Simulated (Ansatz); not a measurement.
The start is a generated cell, Ir placed in the simple-cubic structure type. The structure is fully relaxed (lattice and positions, P = 0) with PBEsol (plane waves to 420 eV, PAW, scalar-relativistic; Ansatz, a quantum-chemistry and plane-wave program). The first steps use a coarse 13×13×13 k-mesh.

Starting cell:
```
Ir
1.0
    2.51218     0.00000     0.00000
    0.00000     2.51218     0.00000
    0.00000     0.00000     2.51218
Ir
1
Cartesian
  0.00000   0.00000   0.00000
```

Q: What pressure does the first self-consistent step give?

A: +10.5 GPa (positive: the cell is compressed).

Q: By how much does the energy per atom fall from start to end?

A: 0.02 eV/atom.

Q: How does the volume per atom move from start to end?

A: +3.4 %, from 15.85 to 16.40 Å³/atom.

Q: How do the shortest distances between atoms change?

A: The closest pairs of elements (up to four, under 3.6 Å), start → end: Ir–Ir 2.51 → 2.54 Å.

Q: Is the relaxed structure metallic? Give its gap.

A: No gap (metallic).

The space group stays Pm-3m (No. 221) (the run could not lower it); the end is simple cubic type, with 1 atom in the primitive cell. Final values are on a 18×18×18 k-mesh of the relaxed cell. No spin polarisation in the result.

The run could not lose the symmetry of its start: the end is stationary, and may be a saddle point rather than a minimum.

The relaxed structure here is a generated cell of Ir: the first start was made by placing the elements on the sites of a structure type, and the end was not matched to a known phase here, so it may be hypothetical. Known forms of Ir include space group No. 225.
